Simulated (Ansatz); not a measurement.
SnSe:
```cif
data_Se4Sn4
_chemical_formula_sum 'Sn4 Se4'
_space_group_name_H-M_alt 'P 1'
_space_group_IT_number 1
_cell_length_a 11.33261
_cell_length_b 4.11732
_cell_length_c 4.31292
_cell_angle_alpha 90.000
_cell_angle_beta 90.000
_cell_angle_gamma 90.000
loop_
_space_group_symop_operation_xyz
  'x, y, z'
loop_
_atom_site_label
_atom_site_type_symbol
_atom_site_fract_x
_atom_site_fract_y
_atom_site_fract_z
_atom_site_occupancy
Sn1 Sn 0.61772 0.75000 0.40583 1
Sn2 Sn 0.38228 0.25000 0.59417 1
Sn3 Sn 0.88228 0.25000 0.90583 1
Sn4 Sn 0.11772 0.75000 0.09417 1
Se1 Se 0.14234 0.25000 0.52416 1
Se2 Se 0.85766 0.75000 0.47584 1
Se3 Se 0.35766 0.75000 0.02416 1
Se4 Se 0.64234 0.25000 0.97584 1
```

Relaxed with LDA.

### Question
Which orbitals make up the states near the band edges in the program Ansatz at the LDA level (PAW)?

### Answer
Top 1 eV of the valence band: Se 4p 59 %, Sn 5s 21 %, Sn 5p 17 %. Bottom 1 eV of the conduction band: Sn 5p 64 %, Se 4p 17 %, Sn 5s 8 %, Se 4s 8 %. Projections are on Löwdin-orthogonalised atomic valence shells; empty p or d shells of many metals are not among them.

### Question
Tabulate the density of states.

### Answer
States/eV per cell of 8 atoms, in 0.25 eV bins, energy from the valence-band maximum.

| E (eV) | total | Se 4p | Sn 5p | Sn 5s |
|---|---|---|---|---|
| -7.90 | 3.80 | 1.14 | 0.19 | 2.34 |
| -7.65 | 3.91 | 1.12 | 0.21 | 2.39 |
| -7.40 | 4.19 | 1.18 | 0.23 | 2.56 |
| -7.15 | 3.71 | 1.09 | 0.22 | 2.18 |
| -6.90 | 5.68 | 1.69 | 0.35 | 3.27 |
| -6.65 | 2.88 | 0.85 | 0.16 | 1.59 |
| -6.40 | 1.42 | 0.41 | 0.07 | 0.74 |
| -6.15 | 1.03 | 0.27 | 0.06 | 0.53 |
| -5.90 | 0.82 | 0.20 | 0.06 | 0.42 |
| -5.65 | 0.62 | 0.15 | 0.05 | 0.31 |
| -5.40 | 0.56 | 0.21 | 0.15 | 0.15 |
| -5.15 | 1.46 | 0.77 | 0.56 | 0.08 |
| -4.90 | 2.76 | 1.53 | 1.04 | 0.14 |
| -4.65 | 3.48 | 1.97 | 1.29 | 0.16 |
| -4.40 | 3.55 | 2.06 | 1.28 | 0.14 |
| -4.15 | 4.42 | 2.62 | 1.54 | 0.16 |
| -3.90 | 4.75 | 2.89 | 1.60 | 0.15 |
| -3.65 | 5.63 | 3.55 | 1.76 | 0.18 |
| -3.40 | 5.15 | 3.27 | 1.55 | 0.20 |
| -3.15 | 5.04 | 3.26 | 1.45 | 0.21 |
| -2.90 | 5.59 | 3.71 | 1.49 | 0.25 |
| -2.65 | 5.62 | 3.82 | 1.38 | 0.27 |
| -2.40 | 6.00 | 4.19 | 1.33 | 0.32 |
| -2.15 | 6.36 | 4.57 | 1.22 | 0.42 |
| -1.90 | 6.82 | 5.12 | 1.10 | 0.45 |
| -1.65 | 5.07 | 3.60 | 0.85 | 0.50 |
| -1.40 | 5.23 | 3.16 | 1.08 | 0.84 |
| -1.15 | 5.26 | 3.00 | 1.13 | 0.95 |
| -0.90 | 5.76 | 3.30 | 1.10 | 1.18 |
| -0.65 | 6.34 | 3.91 | 0.93 | 1.32 |
| -0.40 | 1.26 | 0.74 | 0.19 | 0.30 |
| -0.15 | 0.19 | 0.12 | 0.02 | 0.04 |
| 0.10 | 0.00 | 0.00 | 0.00 | 0.00 |
| 0.35 | 0.02 | 0.00 | 0.01 | 0.00 |
| 0.60 | 0.40 | 0.05 | 0.27 | 0.04 |
| 0.85 | 2.09 | 0.34 | 1.31 | 0.20 |
| 1.10 | 3.23 | 0.57 | 2.05 | 0.25 |
| 1.35 | 4.68 | 0.81 | 3.10 | 0.29 |
| 1.60 | 4.31 | 0.81 | 2.82 | 0.24 |
| 1.85 | 4.39 | 0.91 | 2.81 | 0.21 |
| 2.10 | 4.96 | 1.11 | 3.13 | 0.19 |
| 2.35 | 4.33 | 0.96 | 2.76 | 0.15 |
| 2.60 | 5.27 | 1.16 | 3.35 | 0.18 |
| 2.85 | 6.56 | 1.52 | 4.02 | 0.20 |
| 3.10 | 6.29 | 1.52 | 3.75 | 0.18 |
| 3.35 | 5.19 | 1.27 | 3.15 | 0.14 |
| 3.60 | 4.66 | 1.10 | 2.85 | 0.11 |
| 3.85 | 4.21 | 0.99 | 2.54 | 0.09 |
| 4.10 | 4.38 | 1.00 | 2.56 | 0.08 |
| 4.35 | 5.46 | 1.18 | 3.03 | 0.08 |
| 4.60 | 5.88 | 1.33 | 3.13 | 0.09 |
| 4.85 | 6.44 | 1.43 | 3.39 | 0.09 |
| 5.10 | 4.86 | 1.05 | 2.61 | 0.06 |

Space group Pnma. Symmetry was held in the LDA relaxation; of distortions, only those at the zone centre were tested. A crystal of weakly bound layers computed without a dispersion correction: the cell and the soft elastic constants depend strongly on that. Scalar-relativistic: spin–orbit coupling is off unless named, which matters more the heavier the elements.

Potentials: the earlier of the program's two PAW sets.
